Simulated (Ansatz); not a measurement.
An Ansatz input and the part of its output that reports the observables at the nuclei.

The start is an entry of the Crystallography Open Database (COD).

```yaml
crystal:
  lattice:
    - [5.906001717, 0.0, 0.0]
    - [-2.9530008585, 5.1147475217, 0.0]
    - [0.0, 0.0, 7.552]
  atoms:
    - { symbol: K, position: [0.3333333333, 0.6666666667, 0.824] }
    - { symbol: K, position: [0.6666666667, 0.3333333333, 0.176] }
    - { symbol: K, position: [0.0, 0.0, 0.5] }
    - { symbol: Na, position: [0.0, 0.0, 0.0] }
    - { symbol: Se, position: [0.3333333333, 0.6666666667, 0.27241] }
    - { symbol: Se, position: [0.6666666667, 0.3333333333, 0.72759] }
    - { symbol: O, position: [0.3333333333, 0.6666666667, 0.4852] }
    - { symbol: O, position: [0.6666666667, 0.3333333333, 0.5148] }
    - { symbol: O, position: [0.18425, 0.3685, 0.1965] }
    - { symbol: O, position: [0.6315, 0.81575, 0.1965] }
    - { symbol: O, position: [0.18425, 0.81575, 0.1965] }
    - { symbol: O, position: [0.3685, 0.18425, 0.8035] }
    - { symbol: O, position: [0.81575, 0.6315, 0.8035] }
    - { symbol: O, position: [0.81575, 0.18425, 0.8035] }
kpoints:
  mp_grid: { grid: [5, 5, 3] }
scf:
  occupations: { method: fermi_dirac, width: 0.02 }
hamiltonian:
  xc: pbe
  pseudopotentials: { kind: paw }
output:
  forces: true
  stress: true
  populations: true
  efg:
    quadrupole_moments_barn: { K: 0.0603, Na: 0.104, O: -0.02558 }
    contact_densities: true
relax:
  f_tol: 0.02
  max_steps: 60
```

```sh
ansatz run input.yaml --threads 1 --pin off --max-ram 2560MiB --backend cpu --events-out ev --progress --plain --runs-dir out
```

The run relaxes the ions first, and the block belongs to the relaxed positions.

Of the output, the block on the nuclei alone is shown; the set-up, the SCF iterations, energies, forces and stress are cut. One atom of each set with nearly equal values is shown.

```
--- PAW observables at the nuclei: V_zz in 10²¹ V/m², potentials from the cell's mean, atoms counted from 1 ---
  atom   1  K  V_zz =    +0.007562   η = 0.0000   by run symmetry: allowed   C_q = +0.0110 MHz
            electrostatic potential = -2064.781383 V   contact ρ = 34766.705538 e/Å³
  atom   3  K  V_zz =    -1.521758   η = 0.0000   by run symmetry: allowed   C_q = -2.2188 MHz
            electrostatic potential = -2064.862687 V   contact ρ = 34766.400094 e/Å³
  atom   4  Na V_zz =    -0.170259   η = 0.0000   by run symmetry: allowed   C_q = -0.4282 MHz
            electrostatic potential = -977.758065 V   contact ρ = 5903.962469 e/Å³
  atom   5  Se V_zz =    -2.504252   η = 0.0000   by run symmetry: allowed
            electrostatic potential = -4702.640837 V   contact ρ = 262849.574714 e/Å³
  atom   7  O  V_zz =   +17.559303   η = 0.0000   by run symmetry: allowed   C_q = -10.8608 MHz
            electrostatic potential = -619.684489 V   contact ρ = 2160.147775 e/Å³
  atom   9  O  V_zz =   +16.697663   η = 0.0045   by run symmetry: allowed   C_q = -10.3279 MHz
            electrostatic potential = -619.553632 V   contact ρ = 2159.494691 e/Å³
```

The relaxation (5 steps) took 50 s of wall time (50 s of CPU time) and 0.58 GiB at its peak, on 1 thread of Arm Neoverse V2 (aarch64; 8 cores open to the job, memory cap 2.5 GiB, no GPU), a shared host with a load of 0.3 a core.
